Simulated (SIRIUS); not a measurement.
Band structure of InP (F-43m, 2 atoms in the cell; from Materials Project mp-20351).

```xyz
2
Lattice="0.0000 2.9520 2.9520 2.9520 0.0000 2.9520 2.9520 2.9520 0.0000" Properties=species:S:1:pos:R:3 pbc="T T T"
In     0.0000     0.0000     0.0000
P      1.4760     1.4760     1.4760
```

Level of theory: PBE, PseudoDojo 0.5 standard norm-conserving PBE (tails mended) pseudopotentials (plane waves; SIRIUS).

Settings: parameters.ngridk = 5 5 5; parameters.xc_functionals = [XC_GGA_X_PBE, XC_GGA_C_PBE]; parameters.gk_cutoff = 8.367 1/bohr; parameters.pw_cutoff = 16.734 1/bohr; parameters.smearing = gaussian; parameters.smearing_width = 0.000734986 Ha; potentials = PseudoDojo 0.5 standard norm-conserving PBE (tails mended) pseudopotentials; parameters.electronic_structure_method = pseudopotential; parameters.num_bands = 13; parameters.num_mag_dims = 0; parameters.num_dft_iter = 100; parameters.energy_tol = 1e-07 Ha; parameters.density_tol = 1e-06; mixer.type = anderson.

The structure comes from a collection of computed structures, made at another level of theory; the collection holds predicted forms beside known ones.

### Question
Predict the gap along the standard path and the places of the band edges.

### Answer
The gap along the path is 0.59 eV, direct at Γ to within 0.01 eV.

Points are given in units of this cell's reciprocal vectors. Levels in eV from the top of the valence band on the path, bands 6 to 12:
```
point                      6      7      8      9    10    11    12
--------------------  ------  -----  -----  -----  ----  ----  ----
Γ (0 0 0)             -11.37   0.00   0.00   0.00  0.59  4.08  4.08
X (0.5 0 0.5)          -9.09  -5.67  -2.25  -2.25  1.79  2.26  9.43
W (0.5 0.25 0.75)      -9.02  -5.52  -2.87  -2.82  4.29  4.29  5.51
K (0.375 0.375 0.75)   -9.11  -5.53  -3.20  -1.88  2.36  4.35  7.45
L (0.5 0.5 0.5)        -9.72  -5.62  -0.94  -0.94  1.44  4.79  4.79
U (0.625 0.25 0.625)   -9.11  -5.53  -3.20  -1.88  2.36  4.35  7.45
```

“Tails mended”: in these copies of the files the far tail of each local potential was reset to the Coulomb form.
